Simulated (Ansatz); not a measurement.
# Property card for TaAg

TaAg:
```
CELL_PARAMETERS angstrom
      4.70894     0.00000     0.00000
      0.00000     2.75069     0.00000
      0.00000     0.00000     5.22005
ATOMIC_POSITIONS crystal
  Ag 0.25000 0.00000 0.85260
  Ag 0.75000 0.00000 0.14740
  Ta 0.25000 0.50000 0.34856
  Ta 0.75000 0.50000 0.65144
```

Space group Pmma (No. 51); conventional cell a = 4.709 Å, b = 2.751 Å, c = 5.220 Å, α = β = γ = 90.00°.

Method: plane-wave PAW PBEsol (Ansatz code). Geometry: relaxed at this level of theory. Other levels are named where they apply.

**Cell and energy**

| Property | Result |
|---|---|
| Volume per atom | 16.90 Å³ |
| Density | 14.19 g/cm³ |
| Formation energy from the elements (no fitted shifts) | 0.33 eV/atom |

**Electronic structure**

| Item | Result |
|---|---|
| Electronic character | metallic (no gap) |
| Density of states at the Fermi level | 0.47 states/eV per atom (mean over ±0.08 eV) |
| Gap with spin–orbit coupling | none (metallic) |

**Mechanics**

| Item | Value |
|---|---|
| Bulk modulus (Birch–Murnaghan fit) | 175 GPa |
| Pressure derivative B′ | 4.9 |

**Phonons**

| Quantity | Value |
|---|---|
| Highest zone-centre frequency | 180 cm⁻¹ |
| Zone-centre stability | unstable, softest mode 18i cm⁻¹ |

The start of the workflow was typed in or built on a structure type; neither database checked (COD, Materials Project) lists it. Whether it is the stable phase at ambient conditions was not checked. The PBEsol relaxation kept the symmetry of its start; phonons show weakly imaginary modes. The run is not spin-polarised. Its formation energy is positive at this level, so the cell may be metastable or incomplete. As this level gives no gap, phonon frequencies hold no LO–TO term and depend on the k-mesh and smearing (Fermi–Dirac, 0.1 eV here). Axis ratios of metals converge slowly with the k-mesh, so a and c are less sure than the volume. The references are the lowest solids computed at this level, not always the standard phases. Spin–orbit coupling is left out wherever it is not named.

Potentials: the earlier of the program's two PAW sets. The files were generated under PBE; for other functionals the program regenerates the frozen cores, and for LDA and PBEsol the local potential too.
